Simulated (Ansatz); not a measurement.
**Does relaxation matter for the field gradients of Si3N4?**

Start: a structure deposited in the COD.

```cif
data_Si3N4
_symmetry_space_group_name_H-M 'P6_3/m'
_symmetry_Int_Tables_number 176
_cell_length_a 7.6140
_cell_length_b 7.6140
_cell_length_c 2.9123
_cell_angle_alpha 90.000
_cell_angle_beta 90.000
_cell_angle_gamma 120.000
loop_
_atom_site_label
_atom_site_type_symbol
_atom_site_symmetry_multiplicity
_atom_site_Wyckoff_symbol
_atom_site_fract_x
_atom_site_fract_y
_atom_site_fract_z
Si Si 6 h 0.1799 0.7733 0.2500
N7 N 2 c 0.3333 0.6667 0.2500
N9 N 6 h 0.3356 0.0330 0.2500
```

One atom of each set is listed.

Method: Kohn–Sham DFT in Ansatz, PBE, plane waves and PAW (field gradients read without the response of the frozen cores, which leaves them typically 4 to 6 % off), scalar-relativistic, 420 eV cutoff, Γ-centred 4×4×9 k-points, Fermi–Dirac smearing 0.02 eV.

The largest force at the start is 0.54 eV/Å. Relaxing the ions at fixed cell moves them by 0.043 Å at most (atom 3, Si) and 0.038 Å rms. End positions:

Si (0.1740, 0.7679, 0.2500)
N7 (0.3333, 0.6667, 0.2500)
N9 (0.3298, 0.0299, 0.2500)

```
site  moved (Å)   first shell before   first shell after  V_zz before (10²¹ V/m²)  η before
  Si      0.043   4 N at 1.72–1.75 Å  4 N at 1.73–1.74 Å                    -0.81      0.24
  N7      0.000       3 Si at 1.72 Å      3 Si at 1.73 Å                    -5.05      0.00
  N9      0.039  3 Si at 1.72–1.75 Å      3 Si at 1.74 Å                    -5.23      0.05
```

(1) What are V_zz and η after the relaxation?

## Answers

(1) 

| site | V_zz after | η after | change of V_zz |
| --- | --- | --- | --- |
| Si | 0.90 | 0.27 | – |
| N7 | -5.13 | 0.00 | -0.08 |
| N9 | -5.19 | 0.07 | +0.04 |

The largest change of V_zz along a kept axis is on N7, from -5.05 to -5.13. The whole tensor moves most on Si, by 0.74 along its most changed direction. In per cent, |V_zz| changes by -1 to +1 on N (all sites that start above 0.5, bar those whose gradient vanishes or changes sign or whose main axis turns by over 40°). On Si the largest principal value lies along another axis in the second run, so the two V_zz can't be compared directly.

Before: At this cell the principal stresses reach 6 GPa in size with PBE, which can matter for small gradients.
